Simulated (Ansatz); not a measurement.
Relaxed-ion elastic tensor of Ge in space group P4_32_12 (No. 96; Ge on 4a, Ge on 8b) in GPa (Voigt order), PBEsol (plane waves, PAW; program Ansatz); density 5.92 g/cm³, 20.38 Å³ per atom.

```
 153  22.1  29.7   0.0   0.0   0.0
22.1   153  29.7   0.0   0.0   0.0
29.7  29.7  86.0   0.0   0.0   0.0
 0.0   0.0   0.0  50.0   0.0   0.0
 0.0   0.0   0.0   0.0  50.0   0.0
 0.0   0.0   0.0   0.0   0.0  39.0
```

Q: Is the crystal mechanically stable?

A: Yes: the smallest eigenvalue of C is 39.0 GPa.

Q: Work out the Voigt, Reuss and Hill averages.

A: K_V = 61.8, K_R = 58.3, K_H = 60.1; G_V = 48.6, G_R = 46.0, G_H = 47.3 GPa.

Q: Give Young's modulus, Poisson's ratio, Pugh's ratio and the universal anisotropy index.

A: E = 9KG/(3K + G) = 112 GPa; ν = 0.19; K/G = 1.27 (brittle by the Pugh limit of 1.75); A_U = 5G_V/G_R + K_V/K_R − 6 = 0.34.

Q: Estimate the sound speeds and the Debye temperature.

A: v_l = √((K + 4G/3)/ρ) = 4560 m/s, v_t = √(G/ρ) = 2830 m/s, mean 3120 m/s; Θ = (h/k)(3n/4πV)^(1/3) v_m = 340 K.

Q: How much does each axis shrink under pressure?

A: Linear compressibilities β_i = Σ_j S_ij (j = 1 to 3): x 4.2, y 4.2, z 8.7 per TPa.

The workflow started from a Materials Project entry (that database holds measured and hypothetical structures alike); the Crystallography Open Database files this formula in space group No. 96, but the cells were not matched. It is not the phase usual at ambient conditions (space group No. 227). Symmetry was held in the PBEsol relaxation; phonons on a q-mesh show no instability.

Potentials: the later of the program's two PAW sets.
